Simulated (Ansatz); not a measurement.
Data:

FeGe:
```yaml
crystal:
  lattice:
    - [3.50865, 0.00000, 0.00000]
    - [0.00000, 3.50865, 0.00000]
    - [0.00000, 0.00000, 4.80339]
  atoms:
    - { symbol: Ge, position: [0.00000, 0.00000, 0.00000], spin: 0.0 }
    - { symbol: Fe, position: [0.00000, 0.00000, 0.50000], spin: 1.9 }
    - { symbol: Ge, position: [0.50000, 0.50000, 0.50000], spin: 0.0 }
    - { symbol: Fe, position: [0.50000, 0.50000, 0.00000], spin: -1.9 }
```

This is the PBE-relaxed structure.

All from the program Ansatz at the PBE level (PAW), unless another level is named. Give the electronic character.

metallic (no gap).

What about the formation energy from the elements (no fitted shifts)?

0.37 eV/atom.

What about the density of states at the Fermi level?

0.79 states/eV per atom (mean over ±0.08 eV).

Space group I4/mmm. A made-up cell: these elements were put on the sites of a structure type; neither database checked (COD, Materials Project) lists it. COD files the formula under space group No. 198, so this cell is another polymorph or a model. Whether it is the stable phase at ambient conditions was not checked. The PBE relaxation kept the symmetry of its start, as lowered by the spin order; its stability against distortions is not shown here. The final state is antiferromagnetic, chosen from 3 collinear starts compared on coarse meshes (ties went to the first, and starts can fall back to one state), not a proven ground state. The references are the lowest solids computed at this level, not always the standard phases. Spin–orbit coupling is left out wherever it is not named.

Potentials: the later of the program's two PAW sets.
